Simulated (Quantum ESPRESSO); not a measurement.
## Si6AsGa (a curve over strain)

Simulated, not a measurement. The program is pw.x of Quantum ESPRESSO 7.5 (plane-wave density functional theory). The cell is made up: 8 atoms on a zincblende/diamond lattice, with randomly drawn elements, strain and displacements, not relaxed. PseudoDojo standard norm-conserving files (v0.5 for PBE, v0.4.1 for LDA and PBEsol) set the functional; there is no spin polarisation, spin-orbit coupling or dispersion term, and the masses in the input are unused placeholders.

Seven runs add a strain to one cell (along z); the atoms follow the cell and are not relaxed. Stress in the table is positive in tension.

Input of the run at +0.0012:

```
&control calculation='scf', pseudo_dir='./dojo.nc.sr.pbe.v0_5.standard.upf', outdir='./o', disk_io='medium', tprnfor=.true., tstress=.true. /
&system ibrav=0, nat=8, ntyp=3, nbnd=36, ecutwfc=84.00895049, nosym=.true., tot_charge=0,
 occupations='smearing', smearing='fd', degauss=0.0073498644
/
&electrons conv_thr=7.350e-09, electron_maxstep=60, /
ATOMIC_SPECIES
As 1.0 As.upf
Ga 1.0 Ga.upf
Si 1.0 Si.upf
CELL_PARAMETERS angstrom
5.6657 -0.0173 0.0358
-0.0173 5.6953 -0.0715
0.0358 -0.0714 5.6256
ATOMIC_POSITIONS angstrom
Si 0.0664 0.064 0.0085
Si 0.0635 2.8801 2.8276
Si 2.8234 -0.1459 2.8075
Si 2.7718 2.9513 -0.1222
As 1.5278 1.4385 1.4128
Ga 1.4873 4.259 4.1322
Si 4.3674 1.2742 4.3124
Si 4.1351 4.2869 1.3239
K_POINTS automatic
6 6 6 1 1 1
```

| added strain | free energy less that of the input shown (eV) | stress xx (GPa) | stress yy (GPa) | stress zz (GPa) | stress xy (GPa) | pressure (GPa) | iterations |
| --- | --- | --- | --- | --- | --- | --- | --- |
| -0.0235 | -0.0385 | 2.72 | 3.26 | 0.00 | -0.07 | -2.00 | 10 |
| -0.0211 | -0.0381 | 2.83 | 3.36 | 0.27 | -0.07 | -2.15 | 10 |
| -0.0089 | -0.0249 | 3.32 | 3.83 | 1.64 | -0.09 | -2.93 | 10 |
| -0.0013 | -0.0074 | 3.60 | 4.10 | 2.47 | -0.10 | -3.39 | 10 |
| +0.0012 | 0.0000 | 3.68 | 4.18 | 2.74 | -0.10 | -3.53 | 10 |
| +0.0190 | 0.0742 | 4.24 | 4.70 | 4.62 | -0.12 | -4.52 | 10 |

Question: one run is left out of the table, at +0.0052. Estimate its stress zz (GPa).

Answer: 3.17. The whole row:

```
added strain  free energy less that of the input shown (eV)  stress xx (GPa)  stress yy (GPa)  stress zz (GPa)  stress xy (GPa)  pressure (GPa)  iterations
     +0.0052                                         0.0133             3.82             4.31             3.17            -0.11           -3.77          10
```

A cubic fit gives a slope of stress zz against the added strain of 108 GPa at zero added strain, with the atoms clamped. Across the table the free energy follows the integral of the stress to within 0.2 meV. A rerun of one of the cells at 1437 eV and a 8 x 8 x 8 mesh moved values by no more than 0.003 eV in energy, 0.02 GPa in stress and 0.003 eV/Å in force.